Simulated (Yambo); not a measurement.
G0W0@PBEsol for SrAgSF (space group P4/nmm, No. 129) in Yambo. Reference settings: 4×4×1 Γ-centred k mesh, bands 9 to 237 and a 7 Ry block in the screening, 237 bands in G with the Bruneval-Gonze terminator, plasmon pole fitted at 27.2 eV. The PBEsol gap Γ → Γ on this mesh is 1.10 eV; G0W0 gaps are taken between the same points.

The settings were changed. The gap went from 2.20 eV to 2.08 eV, and the shift of the valence edge from -0.72 eV to -0.61 eV.

Q: Which change was made?
A. 6 Ry block
B. 2×2×1 mesh
C. 159 bands in W, 159 bands in G
D. 159 bands in G

A: B, 2×2×1 mesh. The others gave (gap, valence shift): 159 bands in G: 2.21, -0.71 eV; 6 Ry block: 2.19, -0.69 eV; 159 bands in W, 159 bands in G: 2.24, -0.64 eV.

Spin-orbit coupling is not included.

Geometry of the Materials Project entry, not relaxed at this level; primitive cell a = 4.1086 Å, b = 4.1086 Å, c = 9.1301 Å, α = 90.00°, β = 90.00°, γ = 90.00°.

The structure is a Materials Project entry; no match was found in the copy of COD used, and its stability was not checked.

A shift is the quasiparticle energy of the state minus its PBEsol energy.
